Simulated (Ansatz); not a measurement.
CuO in space group P4_2/mmc (No. 131; Cu on 2d, O on 2f), LDA (plane waves, PAW; program Ansatz), all energies at zero smearing, with the estimated change up to a 700 eV cutoff added, with one set of potentials and settings (totals compare only within such a set). Cell of 4 atoms (2 Cu, 2 O): -14219.362 eV.

```json
[
 {"element": "Cu", "reference phase": "Fm-3m, 1 atoms in the cell", "E (eV/atom)": "-6555.7242"},
 {"element": "O", "reference phase": "C2/m, 4 atoms in the cell, spin-polarised", "E (eV/atom)": "-552.6518"}
]
```

Formation energy per atom, worked out: (-14219.362 − 2×(-6555.7242) − 2×(-552.6518))/4 = -0.653 eV/atom (-63 kJ per mol of atoms), at 0 K, without zero-point energy or fitted corrections.

A made-up cell: these elements were put on the sites of a structure type; neither database checked (COD, Materials Project) lists it. It is not the phase usual at ambient conditions (space group No. 15). The cell was relaxed with LDA under the symmetry of its start; of distortions, only those at the zone centre were tested. No spin polarisation was allowed. No Hubbard U is applied. The references are the lowest solids computed at this level, not always the standard phases (solids in place of the gases).

Potentials: the later of the program's two PAW sets.
